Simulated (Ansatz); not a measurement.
Hg2Pb: modes against the lattice constant

Method: Ansatz, DFT PBE, scalar-relativistic, plane waves, PAW. Cutoff 420 eV, 10×10×10 k-points (Γ-centred), Fermi-Dirac smearing of 0.15 eV. No spin polarisation. Phonons by linear response, acoustic sum rule imposed.

The cell is fixed (symmetry leaves no force on the atoms) and stands under -0.2 GPa:
Space group Fm-3m (No. 225). a = 7.322 Å, b = 7.322 Å, c = 7.322 Å, α = 90.00°, β = 90.00°, γ = 90.00°
| atom | site | symmetry | x | y | z |
| --- | --- | --- | --- | --- | --- |
| Pb | 4a | m-3m | 0.0000 | 0.0000 | 0.0000 |
| Hg | 8c | -43m | 0.2500 | 0.7500 | 0.7500 |

The cell is the ideal cubic antifluorite prototype; whether it is the stable structure of this composition wasn't checked. In a metal, frequencies and elastic constants depend on the k mesh and the smearing, soft modes and shear constants most. Spin–orbit coupling is left out, which can shift energies with elements as heavy as these.

Question: How do the optical zone-centre modes (counted from the lowest optical one, degenerate ones once; i marks imaginary ones) of this metal change over a = 7.230 and 7.322 Å?

Answer:
| a (Å) | 7.230 | 7.322 |
| --- | --- | --- |
| pressure (GPa) | 0.9 | -0.2 |
| mode 1 (cm⁻¹) | 52 | 47 |
| mode 4 (cm⁻¹) | 65 | 58 |

Cost: 2 runs of about 2.9 core-minutes in all, on Intel Xeon Platinum 8259CL (Skylake/Cascade Lake) (shared hosts).